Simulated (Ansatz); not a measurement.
Crystals of one structure type (hcp (Mg type)), relaxed and computed with PBE+D3(BJ) in the plane-wave PAW code Ansatz.

| crystal | a (Å) | V (Å³/atom) | spin order and moments (μB) |
|---|---|---|---|
| Be | 2.214 | 7.43 | not spin-polarised |
| Sc | 3.268 | 23.46 | not spin-polarised |
| Co | 2.470 | 10.54 | ferromagnetic; net 1.59 per atom; largest site about 1.7 |
| Tc | 2.730 | 14.10 | not spin-polarised |
| Ru | 2.698 | 13.45 | not spin-polarised |
| Lu | 3.456 | 27.81 | not spin-polarised |
| Hf | 3.171 | 21.84 | not spin-polarised |
| Os | 2.736 | 14.01 | not spin-polarised |

Spin orders computed, not proven ground states: Co, hcp (Mg type) ferromagnetic. All cells were relaxed under the symmetry of their starts (and spin orders); stability against distortions was not tested throughout. Rows with no word on spin ran without spin polarisation. Scalar-relativistic: spin–orbit coupling is off unless named, which matters more the heavier the elements.

Potentials: the earlier of the program's two PAW sets.
